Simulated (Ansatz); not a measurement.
This cell of InSb (zinc blende) is off equilibrium:

```yaml
crystal:
  lattice:
    - [0.00000, 6.63495, 6.63495]
    - [3.31748, 0.00000, 3.31748]
    - [3.31748, 3.31748, 0.00000]
  atoms:
    - { symbol: Sb, position: [0.38528, 0.74315, 0.74315] }
    - { symbol: Sb, position: [0.86472, 0.75685, 0.75685] }
    - { symbol: In, position: [0.98912, 0.00725, 0.00725] }
    - { symbol: In, position: [0.51088, 0.99275, 0.99275] }
```

The numbers are results of PBE (plane waves to 420 eV, PAW, scalar-relativistic; Ansatz, an electronic-structure program), not measurements. k mesh 6×12×12 (Γ-centred), Fermi-Dirac smearing 0.05 eV. Compression counts positive. With partly filled bands, energies and forces of such displacements shift with the k mesh and the smearing. At this level the bands of InSb touch or barely overlap; measurements give the solid a gap. InSb was relaxed with its symmetry unable to fall. Spin-orbit coupling is left out, though Sb is heavy. The PAW data are Ansatz's earlier set.

### Question
Predict the force on every atom, in eV/Å.

### Answer
```csv
atom,Fx,Fy,Fz
Sb1,0.335,-0.335,-0.335
Sb2,-0.563,0.563,0.563
In3,-0.333,0.333,0.333
In4,0.561,-0.561,-0.561
```

(For displaced atoms, the force is minus the slope of the energy, and its curvature is a force constant, which sets phonon frequencies.)
